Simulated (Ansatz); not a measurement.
The start is a generated cell, SiS2 built in the pyrite structure type. The cell and all atomic positions are relaxed at zero pressure with r2SCAN (plane waves to 500 eV, PAW, scalar-relativistic; Ansatz, a quantum-chemistry and plane-wave program). The first steps use a 5×5×5 k-mesh.

Input geometry:
```
CELL_PARAMETERS angstrom
      5.38554     0.00000     0.00000
      0.00000     5.38554     0.00000
      0.00000     0.00000     5.38554
ATOMIC_POSITIONS crystal
  Si 0.00000 0.00000 0.00000
  Si 0.50000 0.50000 0.00000
  Si 0.00000 0.50000 0.50000
  Si 0.50000 0.00000 0.50000
  S  0.38510 0.38510 0.38510
  S  0.88510 0.11490 0.61490
  S  0.61490 0.88510 0.11490
  S  0.11490 0.61490 0.88510
  S  0.61490 0.61490 0.61490
  S  0.11490 0.88510 0.38510
  S  0.38510 0.11490 0.88510
  S  0.88510 0.38510 0.11490
```

* **Initial pressure**: +32.2 GPa (positive: the cell is compressed)
* **Outcome**: The space group stays Pa-3 (No. 205) (the run could not lower it), with 12 atoms in the primitive cell
* **Energy released**: 0.69 eV/atom
* **Volume change**: +20.3 %, from 13.02 to 15.65 Å³/atom
* **Shortest distances (start → end)**: The closest pairs of elements (up to four, under 3.6 Å), start → end: S–S 2.14 → 3.03 Å; S–Si 2.25 → 2.34 Å
* **Band gap at the end**: zero, with touching bands (no spin-orbit coupling)
* **Optimiser moves**: 5

Relaxed structure:

Space group Pa-3 (No. 205); a = b = c = 5.7271 Å, α = β = γ = 90.00°

| atom | site | symmetry | x | y | z |
|---|---|---|---|---|---|
| Si | 4a | .-3. | 0.0000 | 0.0000 | 0.0000 |
| S | 8c | .3. | 0.3472 | 0.3472 | 0.3472 |

No spin polarisation in the result.

The run could not lose the symmetry of its start; a randomly shaken copy of 12 atoms returns to this structure.

The relaxed structure here is a generated cell of SiS2: the first start was made by placing the elements on the sites of a structure type, and the end was not matched to a known phase here, so it may be hypothetical.
